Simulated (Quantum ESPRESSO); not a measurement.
# Band energies of KMo$_{2}$AlO$_{8}$

```
CELL_PARAMETERS angstrom
      5.63790     0.00000     0.00000
     -2.81895     4.88256     0.00000
      0.00000     0.00000     7.31833
ATOMIC_POSITIONS crystal
  O  0.15707 0.84293 0.84568
  O  0.84293 0.15707 0.15432
  O  0.15707 0.31414 0.84568
  O  0.84293 0.68586 0.15432
  O  0.68586 0.84293 0.84568
  O  0.31414 0.15707 0.15432
  O  0.66667 0.33333 0.46894
  O  0.33333 0.66667 0.53106
  Al 0.00000 0.00000 0.00000
  K  0.00000 0.00000 0.50000
  Mo 0.66667 0.33333 0.22970
  Mo 0.33333 0.66667 0.77030
```

PBEsol (pw.x of Quantum ESPRESSO, ONCV potentials, no spin-orbit coupling); path ΓMKΓALHA,LM,KH; energies in eV from the valence-band maximum.

| k (1/Å) | point | band 40 | band 41 | band 42 | band 43 | band 44 | band 45 | band 46 | band 47 |
|---|---|---|---|---|---|---|---|---|---|
| 0.00 | Γ | -0.39 | -0.39 | -0.31 | -0.31 | 0.00 | 3.68 | 3.68 | 4.07 |
| 0.21 |  | -0.56 | -0.50 | -0.27 | -0.21 | -0.09 | 3.69 | 3.75 | 4.03 |
| 0.43 |  | -0.78 | -0.63 | -0.36 | -0.36 | -0.11 | 3.71 | 3.90 | 3.98 |
| 0.64 | M | -0.68 | -0.66 | -0.63 | -0.54 | -0.07 | 3.71 | 3.97 | 3.97 |
| 0.64 | K | -0.87 | -0.87 | -0.43 | -0.33 | -0.33 | 3.83 | 3.96 | 3.96 |
| 0.83 |  | -0.85 | -0.63 | -0.57 | -0.27 | -0.24 | 3.81 | 3.85 | 4.04 |
| 1.20 |  | -0.52 | -0.48 | -0.26 | -0.24 | -0.07 | 3.69 | 3.73 | 4.04 |
| 1.39 | Γ | -0.39 | -0.39 | -0.31 | -0.31 | 0.00 | 3.68 | 3.68 | 4.07 |
| 1.82 | A | -0.80 | -0.47 | -0.17 | -0.17 | 0.00 | 3.77 | 3.77 | 4.05 |
| 1.98 |  | -0.75 | -0.57 | -0.22 | -0.18 | -0.05 | 3.75 | 3.81 | 4.00 |
| 2.30 |  | -0.64 | -0.56 | -0.48 | -0.48 | -0.19 | 3.73 | 3.84 | 4.02 |
| 2.46 | L | -0.73 | -0.63 | -0.54 | -0.44 | -0.22 | 3.77 | 3.78 | 4.07 |
| 2.83 | H | -0.82 | -0.82 | -0.54 | -0.35 | -0.35 | 3.93 | 3.93 | 3.96 |
| 2.98 |  | -0.75 | -0.71 | -0.53 | -0.37 | -0.30 | 3.84 | 3.89 | 4.01 |
| 3.28 |  | -0.69 | -0.65 | -0.35 | -0.20 | -0.16 | 3.74 | 3.88 | 3.95 |
| 3.42 |  | -0.75 | -0.56 | -0.21 | -0.17 | -0.05 | 3.75 | 3.80 | 4.01 |
| 3.57 | A | -0.80 | -0.47 | -0.17 | -0.17 | 0.00 | 3.77 | 3.77 | 4.05 |
| 3.57 | L | -0.73 | -0.63 | -0.54 | -0.44 | -0.22 | 3.77 | 3.78 | 4.07 |
| 3.72 |  | -0.72 | -0.65 | -0.54 | -0.49 | -0.17 | 3.73 | 3.85 | 4.04 |
| 4.00 | M | -0.68 | -0.66 | -0.63 | -0.54 | -0.07 | 3.71 | 3.97 | 3.97 |
| 4.00 | K | -0.87 | -0.87 | -0.43 | -0.33 | -0.33 | 3.83 | 3.96 | 3.96 |
| 4.43 | H | -0.82 | -0.82 | -0.54 | -0.35 | -0.35 | 3.93 | 3.93 | 3.96 |

The PBEsol gap is direct, 3.68 eV at Γ.

Spin-orbit splittings are left out.

Geometry of the Materials Project entry, not relaxed at this level.

The structure is a Materials Project entry; no match was found in the copy of COD used, and its stability was not checked.
